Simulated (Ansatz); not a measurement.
VIr:
```yaml
crystal:
  lattice:
    - [2.88247, -3.33566, 0.00000]
    - [2.88247, 3.33566, 0.00000]
    - [0.00000, 0.00000, 2.78018]
  atoms:
    - { symbol: Ir, position: [0.78449, 0.21551, 0.50000] }
    - { symbol: Ir, position: [0.21551, 0.78449, 0.50000] }
    - { symbol: V, position: [0.29616, 0.29616, 0.00000] }
    - { symbol: V, position: [0.70384, 0.70384, 0.00000] }
```

Relaxed with PBEsol. Special points in fractions of this cell's reciprocal vectors: Γ (0.000, 0.000, 0.000); Y (-0.500, 0.500, 0.000); C0 (-0.437, 0.563, 0.000); Σ0 (0.437, 0.437, 0.000); Z (0.000, 0.000, 0.500); A0 (0.437, 0.437, 0.500); E0 (-0.437, 0.563, 0.500); T (-0.500, 0.500, 0.500); S (0.000, 0.500, 0.000); R (0.000, 0.500, 0.500).

### Question
List the band energies nearest the Fermi level at these points for PBEsol (plane waves, PAW; program Ansatz).

### Answer
In eV from the Fermi level; about four levels below and three above (degenerate sets whole), none deeper than 8.9 eV; points with the same levels are listed once.

```tsv
k	below	above
Γ	-1.87 -1.11 -0.61 -0.43	0.11 0.17 0.63
Y	-1.53 -1.19 -0.86 -0.46	0.24 0.91 0.97
C0	-1.49 -1.32 -0.82 -0.54	0.31 0.87 1.00
Z	-2.41 -1.36 -0.73 -0.43	0.88 1.05 1.40
A0	-3.52 -1.38 -0.92 -0.23	0.20 0.53 1.09
T	-3.46 -1.43 -0.38 -0.23	0.27 0.63 0.83
S	-1.32 -1.00 -0.70 -0.18	0.41 0.88 1.08
R	-1.56 -0.56 -0.36 -0.31	0.89 1.70 1.72
```

Space group Cmmm. The workflow started from an entry of the Crystallography Open Database (COD), which files this formula under 2 space groups. Whether it is the stable phase at ambient conditions was not checked. Symmetry was held in the PBEsol relaxation; whether a distortion lowers the energy is not shown. The workflow began spin-polarised and lost its moments. Scalar-relativistic: spin–orbit coupling is off unless named, which matters more the heavier the elements.

Potentials: the later of the program's two PAW sets.
